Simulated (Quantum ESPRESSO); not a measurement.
## GaHf3O7F (one run as intended and one with a planted mistake)

A calculation, not a measurement. The program is pw.x of Quantum ESPRESSO 7.5 (plane-wave density functional theory). The cell is made up: 12 atoms on a rutile lattice, with randomly drawn elements, strain and displacements, not relaxed. PseudoDojo standard norm-conserving files (v0.5 for PBE, v0.4.1 for LDA and PBEsol) set the functional; there is no spin polarisation, spin-orbit coupling or dispersion term, and the masses in the input are unused placeholders.

The hafnium pseudopotential is less sure than the others, with forces about 3 percent (worst 6) and pressure in oxides about 1.5 GPa (worst 2.7) from a second method in checks, which no rerun with the same files tests.

Intended input:

```
&control calculation='scf', pseudo_dir='./dojo.nc.sr.pbe.v0_5.standard.upf', outdir='./o', disk_io='low', tprnfor=.true., tstress=.true. /
&system ibrav=0, nat=12, ntyp=4, nbnd=55, ecutwfc=84.00895049, nosym=.true., tot_charge=0,
 occupations='smearing', smearing='fd', degauss=0.0018374661
/
&electrons conv_thr=7.350e-09, electron_maxstep=60, /
ATOMIC_SPECIES
F 1.0 F.upf
Ga 1.0 Ga.upf
Hf 1.0 Hf.upf
O 1.0 O.upf
CELL_PARAMETERS angstrom
4.8341 -0.0681 -0.0067
-0.0681 4.8137 0.0345
-0.0088 0.0456 6.3074
ATOMIC_POSITIONS angstrom
Ga 0.0117 -0.0858 0.0185
Hf 2.4312 2.3341 1.5292
Hf -0.0511 0.1435 3.18
Hf 2.3902 2.4418 4.7289
O 1.4608 1.4456 0.079
O 3.2507 3.259 -0.0236
O 3.8926 0.9308 1.5828
O 1.0342 3.8767 1.696
O 1.5461 1.4513 3.1511
O 3.3592 3.2936 3.1511
O 3.8818 0.9596 4.8368
F 0.9251 3.9678 4.6996
K_POINTS automatic
5 5 4 1 1 1
```

The log is shortened where brackets say so; the opening notice, blank lines, dates and the lines on written files are dropped, and the path of the files is cut. It prints rydbergs, bohrs and kilobars, and counts compression as positive stress. Where no state is partly filled, the Fermi energy that it prints is only some level between the filled and the empty states on the mesh, and need not lie in the true gap.

Log of the intended run:

```
     Program PWSCF v.7.5
     Parallel version (MPI & OpenMP), running on       4 processor cores
     Number of MPI processes:                 4
     Threads/MPI process:                     1
     [start-up lines left out]
     bravais-lattice index     =            0
     lattice parameter (alat)  =       9.1360  a.u.
     unit-cell volume          =     990.2203 (a.u.)^3
     number of atoms/cell      =           12
     number of atomic types    =            4
     number of electrons       =        98.00
     number of Kohn-Sham states=           55
     kinetic-energy cutoff     =      84.0090  Ry
     charge density cutoff     =     336.0358  Ry
     scf convergence threshold =      7.3E-09
     mixing beta               =       0.7000
     number of iterations used =            8  plain     mixing
     Exchange-correlation= PBE
                           (   1   4   3   4   0   0   0)
     [axes and pseudopotential details left out]
   Cartesian axes
     site n.     atom                  positions (alat units)
         1        Ga     tau(   1) = (   0.0024201  -0.0177471   0.0038266  )
         2        Hf     tau(   2) = (   0.5028767   0.4827923   0.3163043  )
         3        Hf     tau(   3) = (  -0.0105697   0.0296820   0.6577608  )
         4        Hf     tau(   4) = (   0.4943962   0.5050693   0.9781399  )
         5        O      tau(   5) = (   0.3021563   0.2990123   0.0163406  )
         6        O      tau(   6) = (   0.6723846   0.6741014  -0.0048815  )
         7        O      tau(   7) = (   0.8051571   0.1925295   0.3273911  )
         8        O      tau(   8) = (   0.2139170   0.8018683   0.3508058  )
         9        O      tau(   9) = (   0.3198000   0.3001913   0.6517830  )
        10        O      tau(  10) = (   0.6948271   0.6812582   0.6517830  )
        11        O      tau(  11) = (   0.8029232   0.1984866   1.0004583  )
        12        F      tau(  12) = (   0.1913505   0.8207117   0.9720794  )
     number of k points=    50  Fermi-Dirac smearing, width (Ry)=  0.0018
                       cart. coord. in units 2pi/alat
        k(    1) = (   0.1015675   0.1011883   0.0952219), wk =   0.0400000
        k(    2) = (   0.1018138   0.0998183   0.2868557), wk =   0.0400000
     [further k points left out]
     Dense  grid:   103023 G-vectors     FFT dimensions: (  54,  54,  72)
     Estimated max dynamical RAM per process >     318.89 MB
     Estimated total dynamical RAM >       1.17 GB
     Initial potential from superposition of free atoms
     starting charge      97.9917, renormalised to      98.0000
     Starting wfcs are   71 randomized atomic wfcs
     total cpu time spent up to now is       10.6 secs
     per-process dynamical memory:   251.6 Mb
     Self-consistent Calculation
     iteration #  1     ecut=    84.01 Ry     beta= 0.70
     Davidson diagonalization with overlap
     ethr =  1.00E-02,  avg # of iterations =  2.0
     total cpu time spent up to now is       27.2 secs
     total energy              =    -771.61349877 Ry
     estimated scf accuracy    <       4.06335675 Ry
     iteration #  2     ecut=    84.01 Ry     beta= 0.70
     Davidson diagonalization with overlap
     ethr =  4.15E-03,  avg # of iterations =  3.9
     total cpu time spent up to now is       47.2 secs
     total energy              =    -771.98115891 Ry
     estimated scf accuracy    <       7.64360510 Ry
     [iterations 3 to 12 left out]
     iteration # 13     ecut=    84.01 Ry     beta= 0.70
     Davidson diagonalization with overlap
     ethr =  2.71E-10,  avg # of iterations =  2.0
     total cpu time spent up to now is      260.2 secs
     total energy              =    -773.61241121 Ry
     estimated scf accuracy    <       0.00000001 Ry
     iteration # 14     ecut=    84.01 Ry     beta= 0.70
     Davidson diagonalization with overlap
     ethr =  1.10E-11,  avg # of iterations =  5.0
     total cpu time spent up to now is      287.0 secs
     End of self-consistent calculation
     [lines on levels left out]
     the Fermi energy is    10.8894 ev
!    total energy              =    -773.61241122 Ry
     estimated scf accuracy    <          7.2E-09 Ry
     smearing contrib. (-TS)   =      -0.00000000 Ry
     internal energy E=F+TS    =    -773.61241122 Ry
     The total energy is F=E-TS. E is the sum of the following terms:
     one-electron contribution =    -222.89564855 Ry
     hartree contribution      =     170.41506476 Ry
     xc contribution           =    -197.68975915 Ry
     ewald contribution        =    -523.44206827 Ry
     convergence has been achieved in  14 iterations
     Forces acting on atoms (cartesian axes, Ry/au):
     atom    1 type  2   force =    -0.02587310    0.06261038    0.09969637
     atom    2 type  3   force =    -0.02307072    0.01953685    0.03573165
     atom    3 type  3   force =    -0.04008551    0.02748317   -0.12483855
     atom    4 type  3   force =     0.04589233   -0.09085626    0.00292326
     atom    5 type  4   force =    -0.05293956   -0.04624800   -0.08058087
     atom    6 type  4   force =     0.09572493    0.09100600   -0.02338619
     atom    7 type  4   force =     0.04412930   -0.04686715    0.00087242
     atom    8 type  4   force =    -0.06635865    0.03408453   -0.02552153
     atom    9 type  4   force =    -0.04260687   -0.02477122    0.04445625
     atom   10 type  4   force =     0.02734616    0.02952769    0.04294649
     atom   11 type  4   force =     0.02771822   -0.03401009   -0.01053232
     atom   12 type  1   force =     0.01012347   -0.02149589    0.03823301
     Total force =     0.311056     Total SCF correction =     0.000176
     Computing stress (Cartesian axis) and pressure
          total   stress  (Ry/bohr**3)                   (kbar)     P=       50.74
   0.00019466   0.00008664   0.00007251           28.64       12.75       10.67
   0.00008664   0.00023217  -0.00002716           12.75       34.15       -4.00
   0.00007251  -0.00002716   0.00060787           10.67       -4.00       89.42
     init_run     :      9.70s CPU     10.33s WALL (       1 calls)
     electrons    :    273.59s CPU    276.40s WALL (       1 calls)
     forces       :      4.06s CPU      4.15s WALL (       1 calls)
     stress       :     13.09s CPU     13.60s WALL (       1 calls)
     [timing details left out]
     PWSCF        :   5m 0.93s CPU   5m 5.13s WALL
     JOB DONE.
```

A second run has one planted mistake: the plane-wave cutoff is too low. The input lines that differ, file-writing options aside:

```
- &system ibrav=0, nat=12, ntyp=4, nbnd=55, ecutwfc=84.00895049, nosym=.true., tot_charge=0,
+ &system ibrav=0, nat=12, ntyp=4, nbnd=55, ecutwfc=51.15505647, nosym=.true., tot_charge=0,
```

Its log:

```
     Program PWSCF v.7.5
     Parallel version (MPI & OpenMP), running on       4 processor cores
     Number of MPI processes:                 4
     Threads/MPI process:                     1
     [start-up lines left out]
     bravais-lattice index     =            0
     lattice parameter (alat)  =       9.1360  a.u.
     unit-cell volume          =     990.2203 (a.u.)^3
     number of atoms/cell      =           12
     number of atomic types    =            4
     number of electrons       =        98.00
     number of Kohn-Sham states=           55
     kinetic-energy cutoff     =      51.1551  Ry
     charge density cutoff     =     204.6202  Ry
     scf convergence threshold =      7.3E-09
     mixing beta               =       0.7000
     number of iterations used =            8  plain     mixing
     Exchange-correlation= PBE
                           (   1   4   3   4   0   0   0)
     [axes and pseudopotential details left out]
   Cartesian axes
     site n.     atom                  positions (alat units)
         1        Ga     tau(   1) = (   0.0024201  -0.0177471   0.0038266  )
         2        Hf     tau(   2) = (   0.5028767   0.4827923   0.3163043  )
         3        Hf     tau(   3) = (  -0.0105697   0.0296820   0.6577608  )
         4        Hf     tau(   4) = (   0.4943962   0.5050693   0.9781399  )
         5        O      tau(   5) = (   0.3021563   0.2990123   0.0163406  )
         6        O      tau(   6) = (   0.6723846   0.6741014  -0.0048815  )
         7        O      tau(   7) = (   0.8051571   0.1925295   0.3273911  )
         8        O      tau(   8) = (   0.2139170   0.8018683   0.3508058  )
         9        O      tau(   9) = (   0.3198000   0.3001913   0.6517830  )
        10        O      tau(  10) = (   0.6948271   0.6812582   0.6517830  )
        11        O      tau(  11) = (   0.8029232   0.1984866   1.0004583  )
        12        F      tau(  12) = (   0.1913505   0.8207117   0.9720794  )
     number of k points=    50  Fermi-Dirac smearing, width (Ry)=  0.0018
                       cart. coord. in units 2pi/alat
        k(    1) = (   0.1015675   0.1011883   0.0952219), wk =   0.0400000
        k(    2) = (   0.1018138   0.0998183   0.2868557), wk =   0.0400000
     [further k points left out]
     Dense  grid:    48905 G-vectors     FFT dimensions: (  45,  45,  60)
     Estimated max dynamical RAM per process >     157.69 MB
     Estimated total dynamical RAM >     594.94 MB
     Check: negative core charge=   -0.000118
     Initial potential from superposition of free atoms
     starting charge      97.9917, renormalised to      98.0000
     Starting wfcs are   71 randomized atomic wfcs
     total cpu time spent up to now is        7.3 secs
     per-process dynamical memory:   127.0 Mb
     Self-consistent Calculation
     iteration #  1     ecut=    51.16 Ry     beta= 0.70
     Davidson diagonalization with overlap
     ethr =  1.00E-02,  avg # of iterations =  2.0
     total cpu time spent up to now is       18.3 secs
     total energy              =    -771.08191015 Ry
     estimated scf accuracy    <       3.79062433 Ry
     iteration #  2     ecut=    51.16 Ry     beta= 0.70
     Davidson diagonalization with overlap
     ethr =  3.87E-03,  avg # of iterations =  3.7
     total cpu time spent up to now is       32.0 secs
     total energy              =    -771.43704226 Ry
     estimated scf accuracy    <       6.90848819 Ry
     [iterations 3 to 11 left out]
     iteration # 12     ecut=    51.16 Ry     beta= 0.70
     Davidson diagonalization with overlap
     ethr =  7.25E-10,  avg # of iterations =  4.0
     total cpu time spent up to now is      162.2 secs
     total energy              =    -772.91816152 Ry
     estimated scf accuracy    <       0.00000024 Ry
     iteration # 13     ecut=    51.16 Ry     beta= 0.70
     Davidson diagonalization with overlap
     ethr =  2.42E-10,  avg # of iterations =  2.0
     total cpu time spent up to now is      173.5 secs
     End of self-consistent calculation
     [lines on levels left out]
     the Fermi energy is    10.9190 ev
!    total energy              =    -772.91816157 Ry
     estimated scf accuracy    <          5.5E-09 Ry
     smearing contrib. (-TS)   =      -0.00000000 Ry
     internal energy E=F+TS    =    -772.91816157 Ry
     The total energy is F=E-TS. E is the sum of the following terms:
     one-electron contribution =    -221.51905955 Ry
     hartree contribution      =     169.42111995 Ry
     xc contribution           =    -197.37815370 Ry
     ewald contribution        =    -523.44206827 Ry
     convergence has been achieved in  13 iterations
     Forces acting on atoms (cartesian axes, Ry/au):
     atom    1 type  2   force =    -0.02708911    0.06184541    0.10091270
     atom    2 type  3   force =    -0.02288625    0.01951745    0.03617210
     atom    3 type  3   force =    -0.04002694    0.02745519   -0.12437594
     atom    4 type  3   force =     0.04567512   -0.09072919    0.00269932
     atom    5 type  4   force =    -0.05049761   -0.04308238   -0.08036138
     atom    6 type  4   force =     0.09338617    0.08840280   -0.02284945
     atom    7 type  4   force =     0.04259727   -0.04484801    0.00358604
     atom    8 type  4   force =    -0.06432032    0.03248451   -0.02392618
     atom    9 type  4   force =    -0.04288154   -0.02464975    0.04424759
     atom   10 type  4   force =     0.02659298    0.02952786    0.04261081
     atom   11 type  4   force =     0.02820880   -0.03309589   -0.01266305
     atom   12 type  1   force =     0.01124143   -0.02282800    0.03394744
     Total force =     0.307054     Total SCF correction =     0.000251
     Computing stress (Cartesian axis) and pressure
          total   stress  (Ry/bohr**3)                   (kbar)     P=     -580.38
  -0.00409923   0.00008156   0.00007033         -603.02       12.00       10.35
   0.00008156  -0.00406353  -0.00002195           12.00     -597.77       -3.23
   0.00007033  -0.00002195  -0.00367321           10.35       -3.23     -540.35
     init_run     :      5.61s CPU      5.91s WALL (       1 calls)
     electrons    :    165.03s CPU    166.26s WALL (       1 calls)
     forces       :      2.03s CPU      2.06s WALL (       1 calls)
     stress       :      7.07s CPU      7.08s WALL (       1 calls)
     [timing details left out]
     PWSCF        :   3m 1.15s CPU   3m 2.83s WALL
     JOB DONE.
```

|  | intended run | run with the mistake |
| --- | --- | --- |
| free energy (eV) | -10525.533 | -10516.087 |
| smearing term -TS (eV) | 0.0000 | 0.0000 |
| pressure (GPa) | 5.07 | -58.04 |
| largest force component (eV/Å) | 3.210 | 3.198 |
| largest change of a force component (eV/Å) |  | 0.110 |
| iterations | 14 | 13 |

For scale, a rerun of the intended cell at a cutoff of 1437 eV and k mesh 7 x 7 x 6 moved values by no more than 0.004 eV in energy, 0.03 GPa in stress and 0.003 eV/Å in force.